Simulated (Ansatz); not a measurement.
## Ta under compression and expansion

```xyz
1
Lattice="-1.6549 1.6549 1.6549 1.6549 -1.6549 1.6549 1.6549 1.6549 -1.6549" Properties=species:S:1:pos:R:3 pbc="T T T"
Ta    0.0000    0.0000    0.0000
```

The cell is the one relaxed in the Materials Project (mp-50), not relaxed further here; entries there can be hypothetical.

Spin polarisation is left out, and whether a magnetic state lies lower isn't shown here.

Spin–orbit coupling is left out, though it moves levels of the heavy atoms by tenths of an eV or more.

Methods: DFT, LDA, all-electron LAPW, scalar-relativistic (Ansatz 0.2.0); DFT, LDA, PAW with Ansatz's default frozen-core files, scalar-relativistic (Ansatz 0.2.0).

For LAPW: a Γ-centred 14×14×14 k mesh, Fermi–Dirac smearing of 0.05 eV, basis error target 1 meV/atom, no spin polarisation. PAW takes a cutoff of 420 eV at this cell (files made with PBE, cores remade for this functional). The Ansatz runs share mesh, smearing and spin set-up. Plane-wave (PAW) pressures include the program's estimate of the Pulay term.

The cell above is scaled evenly, with fractional coordinates and shape held.

```tsv
V/V(cell)	V (Å³/atom)	P, LAPW (GPa)	P, PAW (GPa)	free energy over the lowest listed, PAW (meV/atom)
0.9405	17.051	2.41	2.62	0.0
0.9700	17.586	-4.26	-4.12	2.8
1.0000	18.130	-10.14	-10.08	27.1
1.0300	18.674	-15.22	-15.21	70.2
1.0600	19.218	-19.58	-19.61	129.5
```

**Question.** What do Birch–Murnaghan fits to the pressures give?

**Answer.** LAPW: V0 = 17.24 Å³/atom, B0 = 220 GPa, B0′ = 3.7; PAW: V0 = 17.25 Å³/atom, B0 = 222 GPa, B0′ = 3.7.

PAW's V0 lies 0.08 % from the all-electron value and its B0 0.9 %. Symmetry fixes shape and coordinates here, so this is the relaxed modulus.
